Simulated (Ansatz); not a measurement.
# Is this AlB2As3 structure a true minimum?

The structure comes from a generated guess, relaxed at this level; another structure or a mixture of phases may lie lower.

All numbers below come from DFT PBE, scalar-relativistic, plane waves, PAW (Ansatz 0.2.0). Cutoff 420 eV; k points 10×10×10 on the computed 6-atom cell (Γ-centred); Gaussian smearing, width 0.02 eV; no spin polarisation.

The cell below (6 atoms, space group I-4m2 (No. 119)) is relaxed within its symmetry.

```
Al B As
1.0
    -1.78917    1.78917    7.88862
     1.78917   -1.78917    7.88862
     1.78917    1.78917   -7.88862
Al B As
1 2 3
Direct
  0.00000 0.00000 0.00000
  0.67568 0.67568 0.00000
  0.32432 0.32432 0.00000
  0.75000 0.25000 0.50000
  0.39810 0.89810 0.50000
  0.10190 0.60190 0.50000
```

For the test a repeat of it with 12 atoms (edges 3.58, 7.16, 8.28 Å) was strained at random (σ = 1.5 % a component), the atoms were moved at random (σ = 0.10 Å), and all was relaxed again on a coarse 4×2×4 mesh (in the run’s order of axes) with 0.10 eV smearing, with no symmetry imposed.

Task: Is the structure stable against such a distortion?

Result: It returns, within 1 meV/atom of the unmoved cell on that mesh and with the same symmetry when read at 0.1 Å. So it is stable against the distortions that fit this cell and that this random move excites. Modes that don't fit the cell aren't tested.
